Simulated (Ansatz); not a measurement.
Si3N4 (space group I-43d)

```
CELL_PARAMETERS angstrom
     -3.22738     3.22738     3.22738
      3.22738    -3.22738     3.22738
      3.22738     3.22738    -3.22738
ATOMIC_POSITIONS crystal
  N  0.56149 0.56149 0.56149
  N  0.43851 0.50000 0.00000
  N  0.50000 0.00000 0.93851
  N  0.00000 0.43851 0.50000
  N  0.93851 0.50000 0.00000
  N  0.06149 0.06149 0.06149
  N  0.00000 0.93851 0.50000
  N  0.50000 0.00000 0.43851
  Si 0.25000 0.12500 0.87500
  Si 0.87500 0.25000 0.12500
  Si 0.75000 0.37500 0.62500
  Si 0.62500 0.75000 0.37500
  Si 0.12500 0.87500 0.25000
  Si 0.37500 0.62500 0.75000
```

This relaxed cell (volume V₀) is scaled evenly in all directions, its shape held. The atoms relax within the cell's symmetry.

These are PBEsol (plane waves to 420 eV, PAW, scalar-relativistic; Ansatz, an electronic-structure program) values and carry that method's errors. k mesh 6×6×6 (Γ-centred), Fermi-Dirac smearing 0.05 eV. Energies are smeared free energies. Stress and pressure are positive under compression. Si3N4 was relaxed with its symmetry unable to fall. This is one of several known forms of Si3N4; the measured ambient cells at hand have space group No. 159 or 176. The zero of ΔE is the relaxed starting cell.

```csv
V (Å³/atom),ΔE (meV/atom)
8.644,90.5
8.836,56.3
9.028,30.7
9.220,13.3
9.413,3.2
9.605,0.0
9.797,3.0
9.989,11.7
10.181,25.7
10.373,withheld
10.565,67.2
```

### Question
Fit a third-order Birch-Murnaghan form (E₀, V₀, B₀, B₀′ free) to the given rows and predict ΔE at V = 10.373.

### Answer
Least squares on the 10 given rows: ΔE = E₀ + (9V₀B₀/16)·y²·[2 + (B₀′ − 4)y], y = (V₀/V)^(2/3) − 1, with V₀ = 9.605 Å³/atom, B₀ = 258.6 GPa (160.2 GPa = 1 eV/Å³; the term in eV is multiplied by 1000), B₀′ = 3.40, E₀ = 0.04 meV/atom; root-mean-square residual 0.07 meV/atom. At 10.373 the fit gives 44.3 meV/atom; the calculation gives 44.3 meV/atom, the same to the digits shown. For the pressure the fit gives -17.4 GPa against the computed -17.4 GPa.

(A scan under strain: stresses follow from slopes of the energy per volume, elastic moduli from its curvatures.)
